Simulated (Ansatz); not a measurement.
In TiC (rock salt type) the Ti atom of the primitive cell, with all its periodic images, is moved by 0.02 Å along x.

```xyz
2
Lattice="0.0000 2.1650 2.1650 2.1650 0.0000 2.1650 2.1650 2.1650 0.0000" Properties=species:S:1:pos:R:3 pbc="T T T"
Ti    0.0200    0.0000    0.0000
C     2.1650    2.1650    2.1650
```

Level of theory: Ansatz, PBE, all-electron LAPW, point nucleus.

k-mesh 8×8×8 Γ-centred; Fermi–Dirac smearing of 0.1 eV; no spin polarisation.

Problem. What force results, and what does it mean for the zone-centre vibration?

Solution. The force on it along the displacement is -0.1916 eV/Å, a force constant of 9.58 eV/Å². With the reduced mass of 9.60 u the zone-centre optical mode lies at 521 cm⁻¹ (15.62 THz) in this finite-step estimate.

| atom | Fx (eV/Å) | Fy (eV/Å) | Fz (eV/Å) |
| --- | --- | --- | --- |
| Ti1 | -0.1916 | 0.0000 | 0.0000 |
| C2 | 0.1916 | 0.0000 | 0.0000 |

The k-mesh is modest, so these values aren't fully converged in k.
